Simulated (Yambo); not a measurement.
Yambo run on LiBaF$_{3}$ (cubic perovskite, space group Pm-3m, No. 221). The wavefunctions are norm-conserving PBEsol (Quantum ESPRESSO, 84 Ry, with spin-orbit coupling) ones on a 4×4×4 mesh (34 occupied bands); a = b = c = 3.989 Å, α = β = γ = 90.00°.

Yambo input:

```
rim_cut
gw0
dyson
el_el_corr
HF_and_locXC
ppa
em1d
RandQpts= 1000000
RandGvec= 1 Ry
EXXRLvcs= 84 Ry
VXCRLvcs= 336 Ry
Chimod= "HARTREE"
% BndsRnXp
 3 | 146 |
%
NGsBlkXp= 6 Ry
% LongDrXp
 1.0 | 1.0 | 1.0 |
%
PPAPntXp= 27.2114 eV
% GbndRnge
 1 | 98 |
%
GTermKind= "none"
DysSolver= "n"
ExtendOut
% QPkrange
 1 | 1 | 34 | 35 |
%
```

k points by index: 1 = Γ.

The o-*.qp file then holds:

```
#    K-point    Band    Eo [eV]    E [eV]    E-Eo [eV]    Vxc [eV]    Vnlxc [eV]    Sc|Eo [eV]    Sc|E [eV]    dSc/dw|Eo [eV]    Re(Z)    Im(Z)
#
    1    34    0.000000    -1.679362    -1.679362    -22.54049    -30.11612    5.501845    5.896260    -6.390310    0.809820    -0.001195
    1    35    6.558962    8.217683    1.658721    -9.974017    -5.120771    -2.964321    -3.194525    -3.776353    0.878133    -0.697512E-3
```
(The two width columns are left out.) Convergence of these settings isn't established.

Geometry of the Materials Project entry, not relaxed at this level.

The structure is a Materials Project entry; no match was found in the copy of COD used, and its stability was not checked.
